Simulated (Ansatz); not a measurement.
Given:

Rb2InAgCl6:
```
CELL_PARAMETERS angstrom
      0.00000     5.05912     5.05912
      5.05912     0.00000     5.05912
      5.05912     5.05912     0.00000
ATOMIC_POSITIONS crystal
  Rb 0.75000 0.75000 0.75000
  Rb 0.25000 0.25000 0.25000
  In 0.00000 0.00000 0.00000
  Ag 0.50000 0.50000 0.50000
  Cl 0.75381 0.24619 0.24619
  Cl 0.24619 0.75381 0.75381
  Cl 0.24619 0.75381 0.24619
  Cl 0.75381 0.24619 0.75381
  Cl 0.24619 0.24619 0.75381
  Cl 0.75381 0.75381 0.24619
```

This is the LDA-relaxed structure.

Task: All from plane-wave PAW LDA (Ansatz code), unless another level is named. Estimate the Young's modulus.

Result: 36.4 GPa.

Task: And the highest zone-centre frequency (without LO–TO term)?

Result: 308 cm⁻¹.

Space group Fm-3m. The first step of the workflow began from a Materials Project structure, measured or hypothetical; the Crystallography Open Database copy checked does not list it. Its standing as an ambient phase is unchecked. The cell was relaxed with LDA under the symmetry of its start. At this level the phase is dynamically unstable (imaginary phonons). No spin polarisation was allowed.

Potentials: the later of the program's two PAW sets.
